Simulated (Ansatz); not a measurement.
Total density of states per atom from the program Ansatz at the r²SCAN level (PAW), in 0.25 eV bins, energy from the Fermi level:

| E (eV) | states/eV/atom |
|---|---|
| -7.85 | 0.18 |
| -7.60 | 0.16 |
| -7.35 | 0.20 |
| -7.10 | 0.20 |
| -6.85 | 0.23 |
| -6.60 | 0.26 |
| -6.35 | 0.25 |
| -6.10 | 0.21 |
| -5.85 | 0.24 |
| -5.60 | 0.33 |
| -5.35 | 0.38 |
| -5.10 | 0.33 |
| -4.85 | 0.33 |
| -4.60 | 0.47 |
| -4.35 | 0.49 |
| -4.10 | 0.51 |
| -3.85 | 0.45 |
| -3.60 | 0.55 |
| -3.35 | 0.44 |
| -3.10 | 0.65 |
| -2.85 | 0.50 |
| -2.60 | 0.41 |
| -2.35 | 0.49 |
| -2.10 | 0.33 |
| -1.85 | 0.39 |
| -1.60 | 0.46 |
| -1.35 | 0.53 |
| -1.10 | 0.57 |
| -0.85 | 0.48 |
| -0.60 | 0.43 |
| -0.35 | 0.53 |
| -0.10 | 0.40 |
| 0.15 | 0.34 |
| 0.40 | 0.32 |
| 0.65 | 0.24 |
| 0.90 | 0.21 |
| 1.15 | 0.15 |
| 1.40 | 0.27 |
| 1.65 | 0.26 |
| 1.90 | 0.33 |
| 2.15 | 0.44 |
| 2.40 | 0.50 |
| 2.65 | 0.57 |
| 2.90 | 0.58 |
| 3.15 | 0.71 |
| 3.40 | 0.55 |
| 3.65 | 0.69 |
| 3.90 | 0.68 |
| 4.15 | 0.69 |
| 4.40 | 0.65 |
| 4.65 | 0.60 |

Q: Pick the material that matches.
A) LiNbO3, R-3c (Li on 6a, Nb on 6b, O on 18e)
B) LaB6, Pm-3m (La on 1a, B on 6f)
C) NbAlB, Cmcm (Al on 4c, B on 4c, Nb on 4c)
D) NbAg, rock salt

A: C, NbAlB, Cmcm (Al on 4c, B on 4c, Nb on 4c). Within 0.5 eV of the Fermi level: Nb 4d 72 %, Al 3p 15 %, B 2p 6 %. Projections are on Löwdin-orthogonalised atomic valence shells; empty p or d shells of many metals are not among them.

The start of the workflow was typed in or built on a structure type; neither database checked (COD, Materials Project) lists it. Whether it is the stable phase at ambient conditions was not checked. The r²SCAN relaxation kept the symmetry of its start; whether a distortion lowers the energy is not shown. The run is not spin-polarised. Spin–orbit coupling is left out wherever it is not named.

Potentials: the earlier of the program's two PAW sets. The files were generated under PBE; for other functionals the program regenerates the frozen cores, and for LDA and PBEsol the local potential too.
